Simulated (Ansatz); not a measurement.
With plane-wave PAW LDA (Ansatz code), TaS2 in the CdI2 type structure (P-3m1) relaxes to a = 3.291 Å, c = 5.722 Å. Ta has 6 nearest neighbours from 2.44 Å (octahedral); S has 3 nearest neighbours from 2.44 Å (trigonal pyramidal). Its formation energy from the elements is -1.14 eV/atom, with no fitted shifts.

Electronic character: metallic (no gap). Gap from LDA with spin–orbit coupling: none (metallic).

An equation-of-state fit gives a bulk modulus of 44.7 GPa. The relaxed-ion elastic constants in GPa are C11 = 193, C12 = 35.1, C13 = 14.1, C14 = -8.2, C33 = 60.0, C44 = 23.2. The elastic constants imply a Debye temperature near 298 K. Bader charges are Ta +1.70, S -0.85 e.

The LDA relaxation kept the symmetry of its start. The run is not spin-polarised. The volume moved by -17 % from the start of the relaxation. A crystal of weakly bound layers computed without a dispersion correction: the cell and the soft elastic constants depend strongly on that. With an odd number of electrons in the cell and no spin polarisation, the count alone makes it a metal. As this level gives no gap, shear constants depend on the k-mesh and smearing (Fermi–Dirac, 0.1 eV here). The references are the lowest solids computed at this level, not always the standard phases. Spin–orbit coupling is left out wherever it is not named.

Potentials: the later of the program's two PAW sets.
